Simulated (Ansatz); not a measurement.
Given:

Mg:
```
CELL_PARAMETERS angstrom
      5.06912     0.00000     0.00000
     -2.53456     4.38998     0.00000
      0.00000     0.00000     3.07308
ATOMIC_POSITIONS crystal
  Mg 0.00000 0.00000 0.00000
  Mg 0.33333 0.66667 0.50000
  Mg 0.66667 0.33333 0.50000
```

This is the PBEsol-relaxed structure. x, y and z are the axes in which the lattice vectors are written.

### Question
All from plane-wave PAW PBEsol (Ansatz code), unless another level is named. Predict the highest zone-centre frequency.

### Answer
251 cm^-1.

### Question
Next, the Hill bulk and shear moduli?

### Answer
35.5 and 12.7 GPa.

### Question
Predict the elastic constants (relaxed ions, GPa).

### Answer
C11 = 63.1, C12 = 31.9, C13 = 13.1, C33 = 77.0, C44 = 6.0.

Space group P6/mmm. A made-up cell: these elements were put on the sites of a structure type; the Crystallography Open Database copy checked does not list it. It is not the phase usual at ambient conditions (space group No. 194). Symmetry was held in the PBEsol relaxation. At this level the phase is dynamically unstable (imaginary phonons). As this level gives no gap, shear constants depend on the k-mesh and smearing (Fermi–Dirac, 0.1 eV here). As this level gives no gap, phonon frequencies hold no LO–TO term and depend on the k-mesh and smearing (Fermi–Dirac, 0.1 eV here).

Potentials: the later of the program's two PAW sets.
